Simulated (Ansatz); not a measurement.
Rb2ScAgF6:
```
Rb2ScAgF6
1.0
    0.00000     4.30074     4.30074
    4.30074     0.00000     4.30074
    4.30074     4.30074     0.00000
Rb Sc Ag F
2 1 1 6
Direct
  0.75000   0.75000   0.75000
  0.25000   0.25000   0.25000
  0.00000   0.00000   0.00000
  0.50000   0.50000   0.50000
  0.76991   0.23009   0.23009
  0.23009   0.76991   0.76991
  0.23009   0.76991   0.23009
  0.76991   0.23009   0.76991
  0.23009   0.23009   0.76991
  0.76991   0.76991   0.23009
```

Relaxed with LDA. Special points in fractions of this cell's reciprocal vectors: Γ (0.000, 0.000, 0.000); X (0.500, 0.000, 0.500); U (0.625, 0.250, 0.625); K (0.375, 0.375, 0.750); L (0.500, 0.500, 0.500); W (0.500, 0.250, 0.750).

**Question.** List the band energies nearest the valence-band maximum at these points for DFT-LDA in the program Ansatz with PAW potentials.

**Answer.** In eV from the valence-band maximum; about four levels below and three above (degenerate sets whole), none deeper than 8.9 eV; points with the same levels are listed once.

```tsv
k	below	above
Γ	-1.21 -1.21 -1.21 -0.32 -0.32	2.91 4.43 4.43 4.43
X	-1.01 -1.01 -0.31 -0.26	4.01 4.48 4.53 4.53
U	-1.03 -1.03 -0.22 -0.15	4.18 4.47 4.50
L	-1.08 -1.08 0.00 0.00	4.41 4.41 4.42 4.42
W	-1.09 -1.09 -1.01 -0.27 -0.11	4.21 4.48 4.48
```

Space group Fm-3m. The workflow started from a Materials Project entry (that database holds measured and hypothetical structures alike); the Crystallography Open Database copy checked does not list it. Its standing as an ambient phase is unchecked. The cell was relaxed with LDA under the symmetry of its start. At this level the phase is dynamically unstable (imaginary phonons). No spin polarisation was allowed. Scalar-relativistic: spin–orbit coupling is off unless named, which matters more the heavier the elements.

Potentials: the later of the program's two PAW sets.
